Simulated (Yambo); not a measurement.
Optical response of Sr2NO6H3

```
CELL_PARAMETERS angstrom
      6.70433     0.00000     0.00000
     -3.35216     5.80612     0.00000
      0.00000     0.00000     3.59152
ATOMIC_POSITIONS crystal
  H  0.67901 0.67901 0.00000
  H  0.00000 0.32099 0.00000
  H  0.32099 0.00000 0.00000
  N  0.00000 0.00000 0.50000
  O  0.18922 0.18922 0.50000
  O  0.00000 0.81078 0.50000
  O  0.81078 0.00000 0.50000
  O  0.53341 0.53341 0.00000
  O  0.00000 0.46659 0.00000
  O  0.46659 0.00000 0.00000
  Sr 0.66667 0.33333 0.50000
  Sr 0.33333 0.66667 0.50000
```

Yambo, RPA with local fields on LDA bands; 3×3×6 mesh, 112 bands, 3 Ry local-field block, 0.2 eV broadening; field along x.

```
E (eV)  Im ε  Re ε  Im ε, independent particles
------  ----  ----  ---------------------------
0.0     0.00  2.89                         0.00
0.6     0.01  2.89                         0.01
1.2     0.01  2.92                         0.02
1.9     0.02  2.98                         0.04
2.5     0.04  3.07                         0.08
3.1     0.12  3.25                         0.25
3.8     0.33  3.16                         0.65
4.4     0.20  3.39                         0.86
5.0     0.44  3.57                         4.88
5.6     0.64  4.04                         0.98
6.2     3.15  3.44                         0.62
6.9     1.12  3.12                         0.93
7.5     1.90  3.37                         1.81
8.1     2.68  3.31                         2.64
8.8     2.23  2.09                         2.20
9.4     2.36  2.12                         2.58
10.0    2.37  1.88                         2.78
10.6    2.28  1.37                         2.53
11.2    2.03  1.18                         2.32
11.9    1.90  1.22                         2.21
12.5    1.52  0.74                         1.64
13.1    1.09  1.06                         1.32
13.8    1.13  1.40                         1.69
14.4    1.27  1.51                         1.89
15.0    1.47  1.47                         2.16
15.6    1.46  1.24                         1.67
16.2    1.66  1.05                         1.94
16.9    1.44  1.08                         1.76
17.5    1.46  0.98                         1.68
18.1    1.39  0.64                         1.25
18.8    1.13  0.72                         1.08
19.4    1.14  0.71                         1.16
20.0    0.84  0.90                         1.10
```

Structure narrower than a few tenths of an eV can come from the finite k mesh. Convergence of the RPA response with its 3×3×6 mesh was not tested. No excitonic effects at this level.

Geometry of the Materials Project entry, not relaxed at this level.
